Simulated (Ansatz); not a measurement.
**Fe3N (P6_322): electronic heat capacity from the density of states**

Theory: DFT r2SCAN, scalar-relativistic, plane waves, PAW (Ansatz 0.2.0).

Cutoff 500 eV; k points 12×12×8 on the computed 8-atom cell (Γ-centred); Gaussian smearing, width 0.10 eV; collinear spin from starting moments 2.6 2.6 2.6 2.6 2.6 2.6 0 0 μB.

Relaxed cell: P6_322, a = 4.677 Å, b = 4.677 Å, c = 4.295 Å, α = 90.00°, β = 90.00°, γ = 120.00°, 8 atoms in the primitive cell. Whether it is the stable form of this composition wasn't checked.

The density of states at the Fermi level is 5.470 states/eV in the cell of 8 atoms (2 formula units; both spins, tetrahedra on a 18×18×12 mesh). The run ends with a moment of 14.41 μB a cell (largest on a site 2.37 μB), and the figure is for this state; a paramagnetic sample can have a quite different one. Another magnetic order, if the compound takes it, can change N(E_F) and the shape of the cell a good deal, and may open a gap, where γ is close to zero.

Problem. What Sommerfeld coefficient does this give?

Solution. Per formula unit N(E_F) = 2.735 states/eV. γ = (π²/3) k_B² N(E_F) N_A = 2.357 mJ/(mol K²) per state/eV, so γ = 6.4 mJ/(mol K²), a mole of formula units. This is the bare band result: a measured γ of the same phase and magnetic order is as a rule larger by a factor 1 + λ from phonons and spin fluctuations. N(E_F) at one energy is sensitive to the mesh where the density of states has sharp peaks.

The state reached may not be the lowest one. Moments started parallel, and an antiferromagnetic order may lie lower.

Only this magnetic start was tried.

Cost: 1 run of about 11 core-minutes, on Oxide Virtual Turin-like Processor (Zen 5) (shared hosts).